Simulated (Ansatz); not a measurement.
InAs (zinc blende)

```
InAs
1.0
    0.00000     3.09316     3.09316
    3.09316     0.00000     3.09316
    3.09316     3.09316     0.00000
As In
1 1
Direct
  0.75000   0.75000   0.75000
  0.00000   0.00000   0.00000
```

This relaxed cell (volume V₀) is scaled evenly in all directions, its shape held. Symmetry pins the atoms to their sites.

Computed with PBE (plane waves to 420 eV, PAW, scalar-relativistic; Ansatz, an electronic-structure program). k mesh 9×9×9 (Γ-centred), Fermi-Dirac smearing 0.05 eV. Stress and pressure are positive under compression. At this level the bands of InAs touch or barely overlap; measurements give the solid a gap. InAs was relaxed with its symmetry unable to fall.

At one point of the scan the stress tensor (GPa) is:

```
   -3.6      0.0      0.0
    0.0     -3.6      0.0
    0.0      0.0     -3.6
```

### Question
Which point is it?
A) V/V₀ = 1.096
B) V/V₀ = 1.160
C) V/V₀ = 1.128
D) V/V₀ = 1.064

### Answer
A, V/V₀ = 1.096

(A scan under strain: stresses follow from slopes of the energy per volume, elastic moduli from its curvatures.)
